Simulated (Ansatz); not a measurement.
GeS (NiAs type, P6_3/mmc), PBE (plane waves, PAW; program Ansatz), all energies at zero smearing, with the estimated change up to a 700 eV cutoff added, with one set of potentials and settings (totals compare only within such a set). Cell of 4 atoms (2 Ge, 2 S): -10394.598 eV.

```csv
element,reference phase,E (eV/atom)
Ge,"Fd-3m, 2 atoms in the cell",-4294.9847
S,"Fddd, 32 atoms in the cell",-902.0599
```

Formation energy per atom, worked out: (-10394.598 − 2×(-4294.9847) − 2×(-902.0599))/4 = -0.127 eV/atom (-12 kJ per mol of atoms), at 0 K, without zero-point energy or fitted corrections.

The cell is a constructed one: a structure type filled with these elements; neither database checked (COD, Materials Project) lists it. COD files the formula under space group No. 62, so this cell is another polymorph or a model. Whether it is the stable phase at ambient conditions was not checked. The cell was relaxed with PBE under the symmetry of its start; its stability against distortions is not shown here. The references are the lowest solids computed at this level, not always the standard phases.

Potentials: the later of the program's two PAW sets.
